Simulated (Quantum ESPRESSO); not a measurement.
```xyz
2
Lattice="2.1127 1.2197 3.4519 -2.1127 1.2197 3.4519 0.0000 -2.4395 3.4519" Properties=species:S:1:pos:R:3 pbc="T T T"
S      0.0000     0.0000     5.4364
Pb     0.0000     0.0000     0.2012
```

The geometry is that of Materials Project entry mp-1057015, symmetrised and not relaxed again.

Task: What does norm-conserving PBEsol (Quantum ESPRESSO, 62 Ry, without SOC) give for the electronic structure near the Fermi level?

Result: The PBEsol gap is direct, 0.35 eV at L. Spin-orbit coupling is left out; with 6p states at a band edge it can lower the gap by many tenths of an eV, most of a small gap.

This is not the ordinary phase of the substance; no match was found in the copy of COD used, and its stability was not checked.
